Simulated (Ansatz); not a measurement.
Sn (beta-Sn type, space group I4_1/amd)

```xyz
2
Lattice="-2.9735 2.9735 1.6061 2.9735 -2.9735 1.6061 2.9735 2.9735 -1.6061" Properties=species:S:1:pos:R:3 pbc="T T T"
Sn     0.0000     2.9735     0.8030
Sn     0.0000     0.0000     0.0000
```

The slice is a (100) plane (indices of the conventional cell) through the point (0.750, 0.250, 0.500) (fractional), spanned by u = [110] and v = [101] in vectors of this cell: u (3.21 Å) and v (5.95 Å, at 90° to u). It covers one period; positions are fractions (u, v).

All values below come from PBE (plane waves to 420 eV, PAW, scalar-relativistic; Ansatz, a first-principles code). k mesh 16×16×16. Inside the PAW spheres the values are not all-electron values, and peaks at nuclei hang on which shells count as valence. Sn was relaxed with its symmetry unable to fall. The PAW data are Ansatz's earlier set.

Task: What is the valence density on the shortest Sn–Sn line in this plane (3.08 Å), at its midpoint?

Result: 0.23 e/Å³.

Task: What is the ELF at the midpoint of the shortest Sn–Sn line in this plane (3.08 Å)?

Result: 0.53.

Task: Sketch the electrostatic potential energy of an electron, from the cell's mean on this plane as a map.

Result: 
```
|xxxxxxxxxx  ==**##==  xxxxxxxx|
|xxxxxxxxxx  ++####++  xxxxxxxx|
|xxxxxxxx  --**%%%%**--  xxxxxx|
|xxxxxx  ::++%%@@@@%%**::  xxxx|
|      --++##@@@@@@@@##++--    |
|--==++**%%@@@@@@@@@@%%##**====|
|**##%%%%@@@@@@@@@@%%##********|
|##%%@@@@@@@@@@%%##++==----==++|
|++##%%@@@@@@%%**--          ::|
|..++##@@@@%%**--  xxxxxxxxxx  |
|  ::**%%%%##==  xxxxxxxxxxxxxx|
|xx  ==####**..  xxxxxxxxxxxxxx|
|xx  --**##++  xxxxxxxxxxxxxxxx|
|xx  ::**##==  xxxxxxxxxxxxxxxx|
|xx  --**##++  xxxxxxxxxxxxxxxx|
|xx  ==####**..  xxxxxxxxxxxxxx|
|  ::**%%%%##==  xxxxxxxxxxxxxx|
|..++##@@@@%%**--  xxxxxxxxxx  |
|++##%%@@@@@@%%**--          ::|
|##%%@@@@@@@@@@%%##++==----==++|
|**##%%%%@@@@@@@@@@%%##********|
|--==++**%%@@@@@@@@@@%%##**====|
|      --++##@@@@@@@@##++--    |
|xxxxxx  ::++%%@@@@%%++::  xxxx|
|xxxxxxxx  --**%%%%**--  xxxxxx|
|xxxxxxxxxx  ++####++  xxxxxxxx|
|xxxxxxxxxx  ==**##==  xxxxxxxx|
|xxxxxxxxxx  --****--  xxxxxxxx|
```
Scale: ten equal steps from -3.00 (start of ' ') to 5.96 (end of '@'), in the order ' .:-=+*#%@'. Values: electrostatic potential energy of an electron, from the cell's mean, in eV. The map has 15 points along u (two characters each, u = 0 at the left) and 28 along v (v = 0 in the bottom row). Points within 1 Å of a nucleus are blanked (x), as the pseudised field means little there. Values under -3 eV are set to -3. The zero, the cell's mean, hangs on the PAW cores.
